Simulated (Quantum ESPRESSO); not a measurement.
# NMR parameters of K$_{2}$S

```yaml
crystal:
  lattice:
    - [0.00000, 3.70694, 3.70694]
    - [3.70694, 0.00000, 3.70694]
    - [3.70694, 3.70694, 0.00000]
  atoms:
    - { symbol: K, position: [0.75000, 0.75000, 0.75000] }
    - { symbol: K, position: [0.25000, 0.25000, 0.25000] }
    - { symbol: S, position: [0.00000, 0.00000, 0.00000] }
```
The cell comes from the Materials Project (a computed structure). It is K2S in Fm-3m; whether this form has been observed was not checked. Stability against distortions was not tested.

Shieldings are absolute and leave out the bulk-susceptibility term; a larger σ means a smaller chemical shift. By our sweeps, such settings leave a few ppm in absolute σ. The datasets of S hold no d projectors, which limits absolute σ on these atoms.

**Question.** What do the calculations give at each independent site (shieldings by PBE GIPAW on JTH datasets (Quantum ESPRESSO, modified build), 20 Ha, k-mesh 4×4×4 shifted, f-sum rule met within 0.008 %)?

**Answer.** 
```csv
site,site symmetry,σ_iso (ppm)
"K (atoms 1, 2)",-43m,1049
S (atom 3),m-3m,582
```
